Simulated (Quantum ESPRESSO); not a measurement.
Li3AlRu2Mo2, finding a planted mistake in a log

A calculation, not a measurement. The program is pw.x of Quantum ESPRESSO 7.5 (plane-wave density functional theory). The cell is made up: eight metal atoms on a face-centred cubic lattice, with elements, volume, strain and displacements drawn at random and not relaxed, so it may be unstable or far from any real phase. PseudoDojo standard norm-conserving files set the functional (PBE unless stated); there is no spin polarisation or spin-orbit coupling, the Fermi-Dirac width of 0.25 eV means electrons at about 2900 K, and the masses in the input are unused placeholders. A spin test at this wide smearing found no moment, but such smearing suppresses magnetism that the real alloy may have.

Intended input:

```
&control calculation='scf', pseudo_dir='./dojo.nc.sr.pbe.v0_5.standard.upf', outdir='./o', disk_io='minimal', tprnfor=.true., tstress=.true. /
&system ibrav=0, nat=8, ntyp=4, nbnd=50, ecutwfc=84.00895049, nosym=.true., tot_charge=0,
 occupations='smearing', smearing='fd', degauss=0.0183746611
/
&electrons conv_thr=1.470e-08, electron_maxstep=70, mixing_beta=0.5 /
ATOMIC_SPECIES
Al 1.0 Al.upf
Li 1.0 Li.upf
Mo 1.0 Mo.upf
Ru 1.0 Ru.upf
CELL_PARAMETERS angstrom
-4.1615 -0.0145 0.0396
-2.0754 -4.1143 -2.065
-2.1546 -4.1225 6.2905
ATOMIC_POSITIONS angstrom
Li -0.0383 0.0509 -0.0528
Al -2.0294 -4.0881 2.1162
Ru -2.0999 -2.0361 0.0167
Mo -4.1933 -6.1433 2.266
Mo -4.2197 -4.1532 4.2392
Li -4.229 -4.1342 0.0555
Li -4.255 -2.1083 2.224
Ru -6.2186 -6.2488 4.171
K_POINTS automatic
6 5 3 1 1 1
```

The log is shortened where brackets say so; the opening notice, blank lines, dates and the lines on written files are dropped, and the path of the files is cut. It prints rydbergs, bohrs and kilobars, and counts compression as positive stress. Its total energy is the free energy E - TS of the whole cell.

Log of the intended run:

```
     Program PWSCF v.7.5
     Parallel version (MPI & OpenMP), running on       4 processor cores
     Number of MPI processes:                 4
     Threads/MPI process:                     1
     [start-up lines left out]
     bravais-lattice index     =            0
     lattice parameter (alat)  =       7.8645  a.u.
     unit-cell volume          =     964.0971 (a.u.)^3
     number of atoms/cell      =            8
     number of atomic types    =            4
     number of electrons       =        72.00
     number of Kohn-Sham states=           50
     kinetic-energy cutoff     =      84.0090  Ry
     charge density cutoff     =     336.0358  Ry
     scf convergence threshold =      1.5E-08
     mixing beta               =       0.5000
     number of iterations used =            8  plain     mixing
     Exchange-correlation= PBE
                           (   1   4   3   4   0   0   0)
     [axes and pseudopotential details left out]
   Cartesian axes
     site n.     atom                  positions (alat units)
         1        Li     tau(   1) = (  -0.0092029   0.0122305  -0.0126871  )
         2        Al     tau(   2) = (  -0.4876357  -0.9823117   0.5084925  )
         3        Ru     tau(   3) = (  -0.5045758  -0.4892456   0.0040128  )
         4        Mo     tau(   4) = (  -1.0075897  -1.4761467   0.5444872  )
         5        Mo     tau(   5) = (  -1.0139333  -0.9979543   1.0186189  )
         6        Li     tau(   6) = (  -1.0161679  -0.9933889   0.0133359  )
         7        Li     tau(   7) = (  -1.0224154  -0.5065942   0.5343952  )
         8        Ru     tau(   8) = (  -1.4942402  -1.5014969   1.0022314  )
     number of k points=    45  Fermi-Dirac smearing, width (Ry)=  0.0184
                       cart. coord. in units 2pi/alat
        k(    1) = (  -0.0827663  -0.0756372   0.0323466), wk =   0.0444444
        k(    2) = (  -0.0865118   0.0928475  -0.2995774), wk =   0.0444444
     [further k points left out]
     Dense  grid:   100203 G-vectors     FFT dimensions: (  45,  60,  90)
     Estimated max dynamical RAM per process >     258.35 MB
     Estimated total dynamical RAM >     960.02 MB
     Initial potential from superposition of free atoms
     starting charge      71.9795, renormalised to      72.0000
     Starting wfcs are   50 randomized atomic wfcs
     total cpu time spent up to now is        3.5 secs
     per-process dynamical memory:   203.9 Mb
     Self-consistent Calculation
     iteration #  1     ecut=    84.01 Ry     beta= 0.50
     Davidson diagonalization with overlap
     ethr =  1.00E-02,  avg # of iterations =  5.7
     total cpu time spent up to now is       12.8 secs
     total energy              =    -732.44121308 Ry
     estimated scf accuracy    <       1.41920598 Ry
     iteration #  2     ecut=    84.01 Ry     beta= 0.50
     Davidson diagonalization with overlap
     ethr =  1.97E-03,  avg # of iterations =  2.8
     total cpu time spent up to now is       20.6 secs
     total energy              =    -730.45535361 Ry
     estimated scf accuracy    <      44.55348219 Ry
     [iterations 3 to 13 left out]
     iteration # 14     ecut=    84.01 Ry     beta= 0.50
     Davidson diagonalization with overlap
     ethr =  6.10E-11,  avg # of iterations =  3.7
     total cpu time spent up to now is       97.4 secs
     total energy              =    -733.09252709 Ry
     estimated scf accuracy    <       0.00000011 Ry
     iteration # 15     ecut=    84.01 Ry     beta= 0.50
     Davidson diagonalization with overlap
     ethr =  6.10E-11,  avg # of iterations =  1.5
     total cpu time spent up to now is      103.4 secs
     End of self-consistent calculation
     [lines on levels left out]
!    total energy              =    -733.09252709 Ry
     estimated scf accuracy    <       0.00000001 Ry
     smearing contrib. (-TS)   =      -0.13346534 Ry
     internal energy E=F+TS    =    -732.95906175 Ry
     The total energy is F=E-TS. E is the sum of the following terms:
     one-electron contribution =    -407.73587905 Ry
     hartree contribution      =     219.99537190 Ry
     xc contribution           =    -120.93764761 Ry
     ewald contribution        =    -424.28090699 Ry
     convergence has been achieved in  15 iterations
     Forces acting on atoms (cartesian axes, Ry/au):
     atom    1 type  2   force =     0.00691024   -0.01197131    0.01251878
     atom    2 type  1   force =    -0.01666989    0.00874070    0.02760845
     atom    3 type  4   force =    -0.00781418    0.00939351   -0.05048281
     atom    4 type  3   force =     0.00020006   -0.01900455    0.02963341
     atom    5 type  3   force =     0.00466858   -0.03037250    0.02782652
     atom    6 type  2   force =     0.00353945    0.01004887   -0.00841912
     atom    7 type  2   force =     0.00766548    0.00238531   -0.01379315
     atom    8 type  4   force =     0.00150027    0.03077997   -0.02489209
     Total force =     0.095543     Total SCF correction =     0.000303
     Computing stress (Cartesian axis) and pressure
          total   stress  (Ry/bohr**3)                   (kbar)     P=     -160.12
  -0.00108278  -0.00002268   0.00003476         -159.28       -3.34        5.11
  -0.00002268  -0.00106934  -0.00004098           -3.34     -157.31       -6.03
   0.00003476  -0.00004098  -0.00111328            5.11       -6.03     -163.77
     init_run     :      3.30s CPU      3.45s WALL (       1 calls)
     electrons    :     99.40s CPU     99.93s WALL (       1 calls)
     forces       :      1.02s CPU      1.03s WALL (       1 calls)
     stress       :      3.44s CPU      3.44s WALL (       1 calls)
     [timing details left out]
     PWSCF        :   1m47.22s CPU   1m47.98s WALL
     JOB DONE.
```

A second run was made from an input with one planted mistake. Its log:

```
     Program PWSCF v.7.5
     Parallel version (MPI & OpenMP), running on       4 processor cores
     Number of MPI processes:                 4
     Threads/MPI process:                     1
     [start-up lines left out]
     bravais-lattice index     =            0
     lattice parameter (alat)  =       7.8645  a.u.
     unit-cell volume          =     964.0971 (a.u.)^3
     number of atoms/cell      =            8
     number of atomic types    =            4
     number of electrons       =        72.00
     number of Kohn-Sham states=           50
     kinetic-energy cutoff     =      84.0090  Ry
     charge density cutoff     =     336.0358  Ry
     scf convergence threshold =      1.5E-08
     mixing beta               =       0.5000
     number of iterations used =            8  plain     mixing
     Exchange-correlation= PBESOL
                           (   1   4  10   8   0   0   0)
     [axes and pseudopotential details left out]
   Cartesian axes
     site n.     atom                  positions (alat units)
         1        Li     tau(   1) = (  -0.0092029   0.0122305  -0.0126871  )
         2        Al     tau(   2) = (  -0.4876357  -0.9823117   0.5084925  )
         3        Ru     tau(   3) = (  -0.5045758  -0.4892456   0.0040128  )
         4        Mo     tau(   4) = (  -1.0075897  -1.4761467   0.5444872  )
         5        Mo     tau(   5) = (  -1.0139333  -0.9979543   1.0186189  )
         6        Li     tau(   6) = (  -1.0161679  -0.9933889   0.0133359  )
         7        Li     tau(   7) = (  -1.0224154  -0.5065942   0.5343952  )
         8        Ru     tau(   8) = (  -1.4942402  -1.5014969   1.0022314  )
     number of k points=    45  Fermi-Dirac smearing, width (Ry)=  0.0184
                       cart. coord. in units 2pi/alat
        k(    1) = (  -0.0827663  -0.0756372   0.0323466), wk =   0.0444444
        k(    2) = (  -0.0865118   0.0928475  -0.2995774), wk =   0.0444444
     [further k points left out]
     Dense  grid:   100203 G-vectors     FFT dimensions: (  45,  60,  90)
     Estimated max dynamical RAM per process >     258.35 MB
     Estimated total dynamical RAM >     960.02 MB
     Initial potential from superposition of free atoms
     starting charge      71.9794, renormalised to      72.0000
     Starting wfcs are   50 randomized atomic wfcs
     total cpu time spent up to now is        3.5 secs
     per-process dynamical memory:   203.9 Mb
     Self-consistent Calculation
     iteration #  1     ecut=    84.01 Ry     beta= 0.50
     Davidson diagonalization with overlap
     ethr =  1.00E-02,  avg # of iterations =  5.6
     total cpu time spent up to now is       12.4 secs
     total energy              =    -731.76694520 Ry
     estimated scf accuracy    <       1.54408959 Ry
     iteration #  2     ecut=    84.01 Ry     beta= 0.50
     Davidson diagonalization with overlap
     ethr =  2.14E-03,  avg # of iterations =  2.9
     total cpu time spent up to now is       20.0 secs
     total energy              =    -729.71893707 Ry
     estimated scf accuracy    <      45.27597737 Ry
     [iterations 3 to 13 left out]
     iteration # 14     ecut=    84.01 Ry     beta= 0.50
     Davidson diagonalization with overlap
     ethr =  4.96E-11,  avg # of iterations =  3.9
     total cpu time spent up to now is       96.5 secs
     total energy              =    -732.48172724 Ry
     estimated scf accuracy    <       0.00000003 Ry
     iteration # 15     ecut=    84.01 Ry     beta= 0.50
     Davidson diagonalization with overlap
     ethr =  4.74E-11,  avg # of iterations =  1.0
     total cpu time spent up to now is      102.2 secs
     End of self-consistent calculation
     [lines on levels left out]
!    total energy              =    -732.48172723 Ry
     estimated scf accuracy    <          8.2E-09 Ry
     smearing contrib. (-TS)   =      -0.13345776 Ry
     internal energy E=F+TS    =    -732.34826947 Ry
     The total energy is F=E-TS. E is the sum of the following terms:
     one-electron contribution =    -407.91138551 Ry
     hartree contribution      =     219.70857921 Ry
     xc contribution           =    -119.86455618 Ry
     ewald contribution        =    -424.28090699 Ry
     convergence has been achieved in  15 iterations
     Forces acting on atoms (cartesian axes, Ry/au):
     atom    1 type  2   force =     0.00680816   -0.01140487    0.01140865
     atom    2 type  1   force =    -0.01635656    0.00756474    0.03120651
     atom    3 type  4   force =    -0.00859191    0.01135143   -0.05900222
     atom    4 type  3   force =    -0.00005737   -0.02062482    0.03945090
     atom    5 type  3   force =     0.00391064   -0.03370027    0.02986215
     atom    6 type  2   force =     0.00358060    0.01068574   -0.00913364
     atom    7 type  2   force =     0.00763780    0.00195839   -0.01363856
     atom    8 type  4   force =     0.00306865    0.03416967   -0.03015379
     Total force =     0.108897     Total SCF correction =     0.000364
     Computing stress (Cartesian axis) and pressure
          total   stress  (Ry/bohr**3)                   (kbar)     P=     -189.22
  -0.00128355  -0.00002313   0.00003145         -188.82       -3.40        4.63
  -0.00002313  -0.00126248  -0.00004758           -3.40     -185.72       -7.00
   0.00003145  -0.00004758  -0.00131292            4.63       -7.00     -193.14
     init_run     :      3.29s CPU      3.42s WALL (       1 calls)
     electrons    :     98.23s CPU     98.78s WALL (       1 calls)
     forces       :      1.02s CPU      1.03s WALL (       1 calls)
     stress       :      3.46s CPU      3.46s WALL (       1 calls)
     [timing details left out]
     PWSCF        :   1m46.07s CPU   1m46.81s WALL
     JOB DONE.
```

Question: the log repeats what the program read. Compare it with the intended run: what was wrong in the second input?

Answer: the files are those of another functional. The input lines that differ:

```
- &control calculation='scf', pseudo_dir='./dojo.nc.sr.pbe.v0_5.standard.upf', outdir='./o', disk_io='minimal', tprnfor=.true., tstress=.true. /
+ &control calculation='scf', pseudo_dir='./dojo.nc.sr.pbesol.v0_4_1.standard.upf', outdir='./o', disk_io='minimal', tprnfor=.true., tstress=.true. /
```

|  | intended run | run with the mistake |
| --- | --- | --- |
| free energy (eV) | -9974.232 | -9965.922 |
| entropy term -TS, part of it (eV) | -1.816 | -1.816 |
| pressure (GPa) | -16.01 | -18.92 |
| size of the largest force component (eV/Å) | 1.298 | 1.517 |
| largest change of a force component (eV/Å) |  | 0.252 |
| iterations | 15 | 15 |

For scale, a rerun of the intended cell at a higher cutoff and on a denser mesh moved values by no more than 0.003 eV in energy, 0.02 GPa in stress and 0.003 eV/Å in force, and a second program with other atomic files agreed on that cell to 2 % rms in force and 0.5 GPa in pressure. Files of another functional or element have another zero of energy, so the energy change says nothing on stability.